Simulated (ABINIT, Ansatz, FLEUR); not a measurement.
## One calculation of VWC2, 3 ways

```
W V C
1.0
     1.51704    0.87586    4.93389
    -1.51704    0.87586    4.93389
     0.00000   -1.75173    4.93389
W V C
1 1 2
Cartesian
  0.0000 0.0000 0.0000
  0.0000 0.0000 7.4008
  0.0000 0.0000 3.6485
  0.0000 0.0000 11.1532
```

The cell comes from a database or a generator and needn't be the stable form of this composition.

Alike in all runs: task single point; functional PBEsol; k mesh 10 × 10 × 10; occupations fermi-dirac, width 0.05 eV; collinear spin, ferromagnetic start; no spin-orbit coupling. Pressure is positive in compression and, in plane waves, holds the error of the finite cutoff.

```csv
program and potentials,plane-wave cutoff (eV),notes,pressure (GPa),net moment per atom (μB),largest force (eV/Å)
"FLEUR, all-electron, FLAPW",-,-,-,0.00,0.105
"Ansatz, all-electron LAPW, scalar-relativistic",-,-,-10.64,0.00,0.111
"ABINIT, JTH PAW PBE v2.0",517,potentials made for PBE,?,?,?
```

Problem. Estimate from the other rows what the run with ABINIT, JTH PAW PBE v2.0 gave.

Solution. Pressure -9.31 GPa; net moment per atom 0.00 μB; largest force 0.119 eV/Å. The other rows, which needn't bracket it: pressure -10.64; net moment per atom 0.00; largest force 0.105 to 0.111.
